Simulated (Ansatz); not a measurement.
# Sr2Zn2As3 in Ansatz, relaxation

The command:

```bash
ansatz run input.yaml --threads 2 --pin off --max-ram 2560MiB --backend cpu --events-out ev --progress --plain --runs-dir out
```

The input file (Ansatz 0.2.0, plane waves):

```yaml
crystal:
  lattice:
    - [0.0, 4.264192, 0.0]
    - [8.084751, -2.132096, 0.0]
    - [-1.030651, 2.132096, -9.613184]
  atoms:
    - { symbol: Sr, position: [0.26694, 0.86979, 0.33591] }
    - { symbol: Sr, position: [0.73306, 0.13021, 0.66409] }
    - { symbol: Sr, position: [0.39248, 0.73675, 0.95179] }
    - { symbol: Sr, position: [0.60752, 0.26325, 0.04821] }
    - { symbol: Zn, position: [0.03802, 0.76172, 0.68568] }
    - { symbol: Zn, position: [0.96198, 0.23828, 0.31432] }
    - { symbol: Zn, position: [0.4113, 0.4737, 0.6511] }
    - { symbol: Zn, position: [0.5887, 0.5263, 0.3489] }
    - { symbol: As, position: [0.07517, 0.02567, 0.87533] }
    - { symbol: As, position: [0.92483, 0.97433, 0.12467] }
    - { symbol: As, position: [0.15194, 0.50662, 0.20274] }
    - { symbol: As, position: [0.84806, 0.49338, 0.79726] }
    - { symbol: As, position: [0.3892, 0.23654, 0.45814] }
    - { symbol: As, position: [0.6108, 0.76346, 0.54186] }
  symmetry: { tolerance: 0.0003 }
kpoints:
  mp_grid: { grid: [6, 6, 6], shift: [0, 0, 0] }
magnetization:
  spin_polarized: false
scf:
  occupations: { method: fermi_dirac }
  lower_state_search: "off"
hamiltonian:
  pseudopotentials: { kind: paw }
  xc: r2scan
basis:
  ecutwfc: 500
  fft_grid_basis: typed
relax:
  max_steps: 80
  cell: { p_target: 0.0 }
output:
  forces: true
  stress: true
  eigenvalues: true
  populations: true
  elf: true
  write_potential: true
  volumetric_format: npy
  dos:
    e_range: [-12, 8]
    de: 0.05
    projected: { site_lists: { As: [As], Sr: [Sr], Zn: [Zn] } }
  bader: false
checkpoint:
  read: saved_state
```

Origin of the cell: a database entry, scaled a little.

The smearing width isn't typed, so it takes its default of 0.1 eV.

The saved state is a converged single point of the same cell.

Steps («new basis» is an SCF on plane waves selected anew at the same cell):

```csv
step,ΔF (meV/atom),max force component (eV/Å),P (GPa),volume (Å³),SCF iterations,step was
1,0.0,0.150,0.68,331.41,7,accepted
2,-0.7,0.103,-0.39,339.02,7,accepted
3,-1.3,0.017,-0.03,336.20,7,accepted
4,-1.3,0.013,0.00,335.99,6,accepted
5,-1.3,0.015,0.01,335.93,8,rejected
6,-1.3,0.003,0.00,335.98,9,accepted
7,-1.4,0.003,0.00,335.98,6,new basis
```

The starting structure.

Space group C2/m (No. 12); the run's cell has a = 4.264 Å, b = 8.361 Å, c = 9.901 Å, α = 98.95°, β = 77.56°, γ = 104.77°. Shortest distances: As–As 2.49 Å, As–Zn 2.52 Å, Zn–Zn 3.00 Å, As–Sr 3.07 Å, Sr–Zn 3.36 Å.

After:

Space group C2/m (No. 12); the run's cell has a = 4.280 Å, b = 8.416 Å, c = 9.935 Å, α = 99.04°, β = 77.56°, γ = 104.73°. Shortest distances: As–As 2.50 Å, As–Zn 2.53 Å, Zn–Zn 2.98 Å, As–Sr 3.09 Å, Sr–Zn 3.36 Å.

```yaml
crystal:
  lattice:
    - [0.00000, 4.28021, 0.00000]
    - [8.13896, -2.14011, 0.00589]
    - [-1.04456, 2.14011, -9.64524]
  atoms:
    - { symbol: Sr, position: [0.26632, 0.86956, 0.33693] }
    - { symbol: Sr, position: [0.73368, 0.13044, 0.66307] }
    - { symbol: Sr, position: [0.39306, 0.73650, 0.95038] }
    - { symbol: Sr, position: [0.60694, 0.26350, 0.04962] }
    - { symbol: Zn, position: [0.03814, 0.76318, 0.68691] }
    - { symbol: Zn, position: [0.96186, 0.23682, 0.31309] }
    - { symbol: Zn, position: [0.41198, 0.47333, 0.64937] }
    - { symbol: Zn, position: [0.58802, 0.52667, 0.35063] }
    - { symbol: As, position: [0.07472, 0.02445, 0.87501] }
    - { symbol: As, position: [0.92528, 0.97555, 0.12499] }
    - { symbol: As, position: [0.15029, 0.50640, 0.20582] }
    - { symbol: As, position: [0.84971, 0.49360, 0.79418] }
    - { symbol: As, position: [0.39107, 0.23842, 0.45629] }
    - { symbol: As, position: [0.60893, 0.76158, 0.54371] }
```

* Free energy lowered by: 1.4 meV/atom
* Volume change: 1.38 %
* Final pressure: 0.00 GPa
* Relaxation steps listed: 7

Caveats: the relaxation held the start's symmetry, so the end may be a saddle point.

It ran for 43 min on 2 threads of Arm Neoverse N1, with other jobs on the host, peak memory 2.4 GiB, from a saved density.
